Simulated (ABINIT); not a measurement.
ABINIT input for HgS, PBE with JTH PAW datasets:

```
pp_dirpath "./pseudo"
pseudos "Hg.GGA_PBE-JTH.xml, S.GGA_PBE-JTH.xml"

acell 3*1.0 angstrom
rprim
    0.000000000000     2.969665000000     2.969665000000
    2.969665000000     0.000000000000     2.969665000000
    2.969665000000     2.969665000000     0.000000000000
ntypat 2
znucl 80 16
natom 2
typat 1 2
xred
    0.000000000000     0.000000000000     0.000000000000
    0.250000000000     0.250000000000     0.250000000000
tolsym 1e-5
chksymtnons 0
chkprim 0

ecut 20
pawecutdg 40
pawovlp 20
ngkpt 12 12 12
nshiftk 1
shiftk 0 0 0
nband 12
occopt 3
tsmear 0.003
tolvrs 1e-10
nstep 90

nucefg 2
quadmom 0.387 0.0678
nucfc 1
prtwf 0
prtden 0
prteig 0
prtebands 0
prtgsr 0
```

The cell comes from the Materials Project (a computed structure). It is HgS in F-43m; whether this form has been observed was not checked. Stability against distortions was not tested.

Each row changes or adds one setting. The quadmom values are sizes without sign and don't touch the SCF cycle. The limit is 90 steps.  

```json
[
 {"setting typed": "as in the input", "SCF steps": "23", "k-points": "72", "converged": "yes"},
 {"setting typed": "diemac = 1000", "SCF steps": "23", "k-points": "72", "converged": "yes"},
 {"setting typed": "diemac = 4", "SCF steps": "28", "k-points": "72", "converged": "yes"},
 {"setting typed": "diemac = 40", "SCF steps": "25", "k-points": "72", "converged": "yes"},
 {"setting typed": "diemix = 0.2", "SCF steps": "32", "k-points": "72", "converged": "yes"},
 {"setting typed": "diemix = 1.0", "SCF steps": "30", "k-points": "72", "converged": "yes"},
 {"setting typed": "iscf = 2", "SCF steps": "28", "k-points": "72", "converged": "yes"},
 {"setting typed": "nline = 8", "SCF steps": "23", "k-points": "72", "converged": "yes"},
 {"setting typed": "npulayit = 2", "SCF steps": "25", "k-points": "72", "converged": "yes"},
 {"setting typed": "wfoptalg = 114", "SCF steps": "11", "k-points": "72", "converged": "yes"}
]
```

Fewest SCF steps among converged rows: 11 (wfoptalg = 114); most steps: 32 (diemix = 0.2). Steps of different solvers differ in work.
